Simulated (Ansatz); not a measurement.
Name crystals whose computed values (r²SCAN+D4 (plane waves, PAW; program Ansatz)) fall in these windows: gap (eV) 1.3 to 1.7; electron conductivity mass (mₑ) 0.23 to 0.29; HSE06 gap (eV) 1.4 to 2.0.



| crystal | gap (eV) | electron conductivity mass (mₑ) | HSE06 gap (eV) |
|---|---|---|---|
| PbS, Pnma (Pb on 4c, S on 4c) | 1.49 | 0.26 | 1.74 |
| PbS, Cmcm (Pb on 4c, S on 4c) | 1.36 | 0.25 | 1.62 |
Others may fit too.

Not the usual ambient phase: PbS, Pnma (Pb on 4c, S on 4c); PbS, Cmcm (Pb on 4c, S on 4c). All cells were relaxed under the symmetry of their starts (and spin orders); stability against distortions was not tested throughout. Scalar-relativistic: spin–orbit coupling is off unless named, which matters more the heavier the elements.

Potentials: the later of the program's two PAW sets.
